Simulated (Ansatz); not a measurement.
## Cu (Fm-3m): elasticity against pressure

```
CELL_PARAMETERS angstrom
0.00000 1.75916 1.75916
1.75916 0.00000 1.75916
1.75916 1.75916 0.00000
ATOMIC_POSITIONS crystal
Cu 0.00000 0.00000 0.00000
```

This is the zero-pressure cell. At each pressure cell and atoms are relaxed in this structure, and the constants are slopes of the stress at strains of ±0.005 with relaxed ions (the coefficients that govern stability under load). Level: LDA, PAW on Ansatz 0.2.0's default frozen-core files (fitted under PBE), scalar-relativistic; k mesh 26×26×26, strains of ±0.005, Fermi-Dirac smearing of 0.100 eV, cutoff 420 eV. P is the pressure of the relaxed cell, less that of this one.

```csv
P (GPa),V/V₀,C11 (GPa),C12 (GPa),C44 (GPa)
0.00,1.0000,235.2,165.6,102.8
0.99,0.9948,240.8,170.1,104.9
2.01,?,?,?,?
3.99,0.9801,257.6,183.8,111.4
6.99,0.9665,274.0,197.2,117.6
9.97,0.9541,290.1,210.4,123.8
15.00,0.9350,316.6,232.1,133.8
```

**Question.** Does the bulk modulus from the constants agree with the pressure-volume curve?

**Answer.** A third-order Birch-Murnaghan fit to the volumes shown (F against f, f = [(V₀/V)^(2/3) − 1]/2) gives B₀ = 188.8 GPa and B′ = 5.0. Its −V dP/dV stands beside (C11 + 2C12)/3:

```
P (GPa)  from P(V)  from the constants
   0.00      188.8               188.8
   0.99      193.7               193.7
   3.99      208.3               208.4
   6.99      222.8               222.8
   9.97      236.9               236.9
  15.00      260.4               260.3
```

**Question.** What are the pressure derivatives at zero pressure?

**Answer.** Slopes at V₀ of quadratic fits in −ln(V/V₀) through the first four rows shown, divided by B₀: dC11/dP = 5.7, dC12/dP = 4.6, dC44/dP = 2.2. The mean slopes up to 4.0 GPa are 5.6, 4.6, 2.2; curvature and scatter of the constants part the two. The combination (dC11/dP + 2 dC12/dP)/3 = 5.0 stands against B′.

**Question.** Fill the row at 2.01 GPa.

**Answer.** Cubic fits in −ln(V/V₀) through all rows shown give C11 = 246.6, C12 = 174.8, C44 = 107.1 GPa. Computed: V/V₀ = 0.9897, C11 (GPa) = 246.5, C12 (GPa) = 174.8, C44 (GPa) = 107.1.

**Question.** Does a shear stiffness soften?

**Answer.** C44 goes from 102.8 to 133.8 GPa; (C11 − C12)/2 goes from 34.8 to 42.3 GPa. Neither ends more than 3 % under its start, and the lattice stays mechanically stable over this range.

Keep in mind: no other phase was computed; many crystals of this kind change structure within this range, and rows or crossings beyond such a change describe a metastable lattice; frozen-core PAW files fitted under PBE, their cores solved anew for the functional of the run; responses of metals move with mesh and smearing; phonons weren't checked at these pressures.
